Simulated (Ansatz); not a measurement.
The elements of this relaxed trial crystal are hidden behind letters.

```
lattice vectors (Å)
   3.6225    0.0000    0.0000
   1.7355    5.1637    0.0000
   1.2761    1.2085    5.8036
fractional positions
X 0.5584 0.7065 0.0765
X 0.4411 0.3965 0.8775
Z 0.0349 0.2577 0.5891
Q 0.9629 0.8654 0.2200
Q 0.0706 0.7957 0.8396
Q 0.9321 0.2897 0.0859
```

These are results of DFT PBE, scalar-relativistic, plane waves, PAW (Ansatz), not measurements. Cutoff 420 eV, Γ-centred 12×8×8 mesh (6-atom cell), Gaussian smearing of 0.10 eV, no spin polarisation.

- Space group: P1 (No. 1)
- Conventional cell: a = 3.622 Å, b = 5.448 Å, c = 6.064 Å, α = 75.2°, β = 77.9°, γ = 71.4°
- Volume per atom: 18.09 Å³
- Density: 3.56 g/cm³
- Formation energy: +0.08 eV/atom
- Gap on the 12×8×8 mesh of the 6-atom cell: 0 eV (a metal)

Energies are uncorrected and count from the elements' standard states at the same level.

Q: X is an s-block element of period 2, Z is a p-block element of period 5 and Q is a p-block element of period 3. Which elements are they?

A: X = Be, Z = Sb, Q = P, so the formula is Be2SbP3. Density times volume gives a mean mass of 3.56 × 18.09/1.6605 = 38.8 u per atom, and this set has 38.8 u. Be on its first site has 5 P at 2.14–2.36 Å and 1 Be at 2.49 Å; Sb has 1 Be at 2.51 Å, 1 P at 2.56 Å and 1 Be at 2.87 Å; P on its first site has 1 Be at 2.14 Å, 1 P at 2.22 Å, 1 Be at 2.32 Å and 1 P at 2.36 Å; 3 more sites not described. Other sets within the hints have nearly the same mass, so mass alone doesn't settle it; this one was computed.

Spin–orbit coupling, which can matter for Sb, is left out. This cell was reached by moving the atoms of another relaxed cell at random and relaxing again, last within the group found; it had no such test of its own. Another cell of Be2SbP3 relaxed alike, in P1, lies 139 meV/atom lower, so this cell isn't the stable form at this level.
